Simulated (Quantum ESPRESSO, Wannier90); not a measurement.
Wannierisation of RbHgF₃ (cubic perovskite)

Cell from Materials Project (mp-7482), symmetrised, no further relaxation. COD (Crystallography Open Database) records the formula in this space group. Ideal cubic forms of this type are often high-temperature phases that distort on cooling; symmetry holds the cell here, and its stability was not tested. Computed values, not measurements, from PBEsol: Quantum ESPRESSO (norm-conserving PseudoDojo potentials, cutoff 68 Ry, no spin polarisation, no spin-orbit coupling) on a Γ-centred 6×6×6 mesh, then Wannier90. Density: 8×8×8 mesh, Gaussian smearing 0.01 Ry. Spin-orbit coupling is left out although heavy elements are present.

On the energy scale of pw.x, whose zero is arbitrary, the valence-band maximum lies at 4.86 eV.

Input w.win:

```
num_bands = 1
num_wann = 1
exclude_bands = 1-25,27-42
num_iter = 1000
conv_tol = 1.0e-6
conv_window = 4
write_hr = true
write_u_matrices = true
auto_projections = true
begin unit_cell_cart
ang
    4.5492200000    0.0000000000    0.0000000000
    0.0000000000    4.5492200000    0.0000000000
    0.0000000000    0.0000000000    4.5492200000
end unit_cell_cart
begin atoms_frac
Rb   0.0000000000  0.0000000000  0.0000000000
Hg   0.5000000000  0.5000000000  0.5000000000
F    0.5000000000  0.0000000000  0.5000000000
F    0.0000000000  0.5000000000  0.5000000000
F    0.5000000000  0.5000000000  0.0000000000
end atoms_frac
mp_grid = 6 6 6
begin kpoints
0.0000000000 0.0000000000 0.0000000000
0.0000000000 0.0000000000 0.1666666667
0.0000000000 0.0000000000 0.3333333333
... (213 more lines: the 6x6x6 mesh through Gamma)
end kpoints
```

Input of pw2wannier90.x that gives the overlap and projection files (equivalent; here they were cut from one run over all bands):

```
&inputpp
  outdir = './out'
  prefix = 'pwscf'
  seedname = 'w'
  write_amn = .true.
  write_mmn = .true.
  atom_proj = .true.
  atom_proj_exclude = 1 2 3 4 5 6 7 8 9 10 11 12 13 14 16 17 18 19 20 21 22 23 24 25 26 27
/
```

Output w.wout (banner and timings cut):

```
                                    ------
                                    SYSTEM
                                    ------

                              Lattice Vectors (Ang)
                    a_1     4.549220   0.000000   0.000000
                    a_2     0.000000   4.549220   0.000000
                    a_3     0.000000   0.000000   4.549220

                   Unit Cell Volume:      94.14794  (Ang^3)

                        Reciprocal-Space Vectors (Ang^-1)
                    b_1     1.381157   0.000000   0.000000
                    b_2     0.000000   1.381157   0.000000
                    b_3     0.000000   0.000000   1.381157

 *----------------------------------------------------------------------------*
 |   Site       Fractional Coordinate          Cartesian Coordinate (Ang)     |
 +----------------------------------------------------------------------------+
 | rb   1   0.00000   0.00000   0.00000   |    0.00000   0.00000   0.00000    |
 | hg   1   0.50000   0.50000   0.50000   |    2.27461   2.27461   2.27461    |
 | f    1   0.50000   0.00000   0.50000   |    2.27461   0.00000   2.27461    |
 | f    2   0.00000   0.50000   0.50000   |    0.00000   2.27461   2.27461    |
 | f    3   0.50000   0.50000   0.00000   |    2.27461   2.27461   0.00000    |
 *----------------------------------------------------------------------------*
                                ------------
                                K-POINT GRID
                                ------------

             Grid size =  6 x  6 x  6      Total points =  216

 *---------------------------------- MAIN ------------------------------------*
 |  Number of Wannier Functions               :                 1             |
 |  Number of Objective Wannier Functions     :                 1             |
 |  Number of input Bloch states              :                 1             |
 |  Output verbosity (1=low, 5=high)          :                 1             |
 |  Timing Level (1=low, 5=high)              :                 1             |
 |  Optimisation (0=memory, 3=speed)          :                 3             |
 |  Length Unit                               :               Ang             |
 |  Post-processing setup (write *.nnkp)      :                 F             |
 |  Using Gamma-only branch of algorithms     :                 F             |
 *----------------------------------------------------------------------------*
 *------------------------------- WANNIERISE ---------------------------------*
 |  Total number of iterations                :              1000             |
 |  Number of CG steps before reset           :                 5             |
 |  Trial step length for line search         :             2.000             |
 |  Convergence tolerence                     :         0.100E-05             |
 |  Convergence window                        :                 4             |
 |  Iterations between writing output         :                 1             |
 |  Iterations between backing up to disk     :               100             |
 |  Write r^2_nm to file                      :                 F             |
 |  Write xyz WF centres to file              :                 F             |
 |  Write on-site energies <0n|H|0n> to file  :                 F             |
 |  Use guiding centre to control phases      :                 F             |
 |  Use phases for initial projections        :                 F             |
 *----------------------------------------------------------------------------*
 *-------------------------------- PLOTTING ----------------------------------*
 |  Plotting Hamiltonian in WF basis          :                 T             |
 *----------------------------------------------------------------------------*

       ... (k-mesh section left out)

 Starting a new Wannier90 calculation ...

 Reading overlaps from w.mmn

 Reading projections from w.amn

 *------------------------------- WANNIERISE ---------------------------------*
 +--------------------------------------------------------------------+<-- CONV
 | Iter  Delta Spread     RMS Gradient      Spread (Ang^2)            |<-- CONV
 +--------------------------------------------------------------------+<-- CONV

 ------------------------------------------------------------------------------
 Initial State
  WF centre and spread    1  (  2.274610,  2.274610,  2.274610 )     4.92705196
  Sum of centres and spreads (  2.274610,  2.274610,  2.274610 )     4.92705196

      0     0.493E+01     0.0000000000        4.9270519549  <-- CONV
        O_D=      0.0000000 O_OD=      0.0000000 O_TOT=      4.9270520 <-- SPRD
 ------------------------------------------------------------------------------
      1     0.000E+00     0.0000000008        4.9270519549  <-- CONV
        O_D=      0.0000000 O_OD=      0.0000000 O_TOT=      4.9270520 <-- SPRD
      2     0.000E+00     0.0000000008        4.9270519549  <-- CONV
        O_D=      0.0000000 O_OD=      0.0000000 O_TOT=      4.9270520 <-- SPRD
      3     0.000E+00     0.0000000008        4.9270519549  <-- CONV
        O_D=      0.0000000 O_OD=      0.0000000 O_TOT=      4.9270520 <-- SPRD
      4     0.000E+00     0.0000000008        4.9270519549  <-- CONV
        O_D=      0.0000000 O_OD=      0.0000000 O_TOT=      4.9270520 <-- SPRD
             <<<     Delta < 1.000E-06  over  4 iterations     >>>
             <<< Wannierisation convergence criteria satisfied >>>
 Final State
  WF centre and spread    1  (  2.274610,  2.274610,  2.274610 )     4.92705196
  Sum of centres and spreads (  2.274610,  2.274610,  2.274610 )     4.92705196

         Spreads (Ang^2)       Omega I      =     4.927051955
        ================       Omega D      =     0.000000000
                               Omega OD     =     0.000000000
    Final Spread (Ang^2)       Omega Total  =     4.927051955
```
